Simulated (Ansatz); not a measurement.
BeS:
```yaml
crystal:
  lattice:
    - [3.29997, 0.00000, 0.00000]
    - [-1.64999, 2.85786, 0.00000]
    - [0.00000, 0.00000, 5.25472]
  atoms:
    - { symbol: Be, position: [0.00000, 0.00000, 0.00000] }
    - { symbol: Be, position: [0.00000, 0.00000, 0.50000] }
    - { symbol: S, position: [0.33333, 0.66667, 0.25000] }
    - { symbol: S, position: [0.66667, 0.33333, 0.75000] }
```

Relaxed with r²SCAN. Special points in fractions of this cell's reciprocal vectors: Γ (0.000, 0.000, 0.000); M (0.500, 0.000, 0.000); K (0.333, 0.333, 0.000); A (0.000, 0.000, 0.500); L (0.500, 0.000, 0.500); H (0.333, 0.333, 0.500).

Task: List the band energies nearest the valence-band maximum at these points for DFT-r²SCAN in the program Ansatz with PAW potentials.

Result: In eV from the valence-band maximum; about four levels below and three above (degenerate sets whole), none deeper than 8.9 eV; points with the same levels are listed once.

| k | below | above |
|---|---|---|
| Γ | -0.82 -0.82 -0.80 -0.80 0.00 | 4.04 5.56 6.32 6.32 |
| M | -5.08 -3.56 -2.75 -0.69 | 3.51 4.33 4.41 4.41 |
| K | -4.48 -4.48 -3.83 -3.83 | 1.80 8.16 8.16 |
| A | -0.73 -0.73 -0.73 -0.73 | 4.94 4.94 5.73 5.73 5.73 5.73 |
| L | -2.50 -2.50 -2.33 -2.33 | 3.61 3.61 4.90 4.90 |
| H | -6.21 -6.21 -0.80 -0.80 | 4.45 4.45 5.06 5.06 |

Space group P6_3/mmc (NiAs type). The start of the workflow was typed in or built on a structure type; neither database checked (COD, Materials Project) lists it. COD files the formula under space group No. 216, so this cell is another polymorph or a model. Its standing as an ambient phase is unchecked. The r²SCAN relaxation kept the symmetry of its start; whether a distortion lowers the energy is not shown.

Potentials: the earlier of the program's two PAW sets.
